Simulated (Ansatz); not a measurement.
Structure relaxation, PbS

The start is a generated cell, PbS placed in the tenorite structure type. Cell shape, volume and atoms are optimised at zero target pressure with r2SCAN (plane waves to 500 eV, PAW, scalar-relativistic; Ansatz, an electronic-structure program). The first steps use a coarse 6×6×3 k-mesh.

Initial structure:
```
PbS
1.0
    3.60233    -2.63253     0.00000
    3.60233     2.63253     0.00000
   -1.30751     0.00000     7.78002
Pb S
2 2
Cartesian
  1.80116   1.31626   0.00000
  1.14741  -1.31626   3.89001
  3.27545  -0.42963   1.94500
  2.62169   0.42963   5.83501
```

Initial pressure: -4.8 GPa (negative: the cell is under tension)
Outcome: The space group goes from C2/c (No. 15) to Fm-3m (No. 225); the end is rock salt type, with 2 atoms in the primitive cell
Energy released: 0.46 eV/atom
Volume change: -27.7 %, from 36.89 to 26.66 Å³/atom
Shortest distances (start → end): The closest pairs of elements (up to four, under 3.6 Å), start → end: Pb–S 3.00 → 2.99 Å
Band gap at the end: 0.70 eV, direct at k = (0, 0, -0.5) (no spin-orbit coupling)
Optimiser moves: 8

Relaxed structure:

Space group Fm-3m (No. 225); a = 5.9748 Å, b = 5.9748 Å, c = 5.9748 Å, α = 90.00°, β = 90.00°, γ = 90.00°

| atom | site | symmetry | x | y | z |
|---|---|---|---|---|---|
| Pb | 4b | m-3m | 0.5000 | 0.5000 | 0.5000 |
| S | 4a | m-3m | 0.0000 | 0.0000 | 0.0000 |
(The calculation used a cell of 2 atoms; values per cell refer to that cell.)

Final values are on a 10×10×10 k-mesh of the relaxed cell. No spin polarisation in the result. Spin-orbit coupling is missing; with elements this heavy it can move band edges by tenths of an eV or more.

The run could not lose the symmetry of its start; a randomly shaken copy of 4 atoms returns to this structure.
